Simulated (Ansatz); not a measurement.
MoPt:
```
CELL_PARAMETERS angstrom
      2.73031     0.00000     0.00000
      0.00000     2.73031     0.00000
      0.00000     0.00000     4.13408
ATOMIC_POSITIONS crystal
  Pt 0.00000 0.00000 0.00000
  Mo 0.50000 0.50000 0.50000
```

Relaxed with PBE. Special points in fractions of this cell's reciprocal vectors: Γ (0.000, 0.000, 0.000); X (0.000, 0.500, 0.000); M (0.500, 0.500, 0.000); Z (0.000, 0.000, 0.500); R (0.000, 0.500, 0.500); A (0.500, 0.500, 0.500).

Task: List the band energies nearest the Fermi level at these points for PBE with spin–orbit coupling in the plane-wave PAW code Ansatz.

Result: In eV from the Fermi level; about four levels below and three above (degenerate sets whole), none deeper than 8.9 eV; points with the same levels are listed once.

```tsv
k	below	above
Γ	-1.28 -1.28 -0.94 -0.94	1.31 1.31 2.34 2.34
X	-2.65 -2.65 -2.11 -2.11	0.06 0.06 1.42 1.42
M	-6.40 -6.40 -6.24 -6.24	0.02 0.02 0.05 0.05
Z	-1.38 -1.38 -1.13 -1.13	0.69 0.69 0.85 0.85
R	-2.34 -2.34 -0.67 -0.67	0.36 0.36 0.44 0.44
A	-2.87 -2.87 -2.78 -2.78	0.15 0.15 0.64 0.64
```

Space group P4/mmm (L1₀ or tetragonal B2). The start of the workflow was typed in or built on a structure type; neither database checked (COD, Materials Project) lists it. Its standing as an ambient phase is unchecked. The PBE relaxation kept the symmetry of its start; its stability against distortions is not shown here. No spin polarisation was allowed.

Potentials: the earlier of the program's two PAW sets.
